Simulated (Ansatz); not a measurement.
## PbSe (Fm-3m): the size of the finite step

```xyz
2
Lattice="0.0000 3.0208 3.0208 3.0208 0.0000 3.0208 3.0208 3.0208 0.0000" Properties=species:S:1:pos:R:3 pbc="T T T"
Pb    0.0000    0.0000    0.0000
Se    3.0208    3.0208    3.0208
```

The conventional cell has a = 6.042 Å, b = 6.042 Å, c = 6.042 Å, α = 90.00°, β = 90.00°, γ = 90.00°. Pb (atom 1) has 6 Se at 3.02 Å as nearest neighbours. Se (atom 2) has 6 Pb at 3.02 Å as nearest neighbours.

Unless marked otherwise, the numbers come from LDA, PAW on Ansatz 0.2.0's default frozen-core files (fitted under PBE), scalar-relativistic. k mesh 12×12×12, strains of ±0.003, Fermi-Dirac smearing of 0.050 eV, cutoff 420 eV. The cell was relaxed by PAW under this functional.

Problem. Elastic constants come from stresses at strains of ±0.003 (two-point stencil): C11 = 150.6, C12 = 11.7, C44 = 17.6 GPa. What does an amplitude of 0.08 give?

Solution. C11 = 169.4, C12 = 12.2, C44 = 18.0 GPa. A large step picks up anharmonic terms.

Keep in mind: frozen-core PAW files fitted under PBE, their cores solved anew for the functional of the run; the gap is closed or tiny at this level, so small that the run used smearing; responses move with mesh and smearing; no spin-orbit coupling on heavy atoms; the softest shear constant rests on one k mesh, and a soft shear can herald a distortion on cooling.
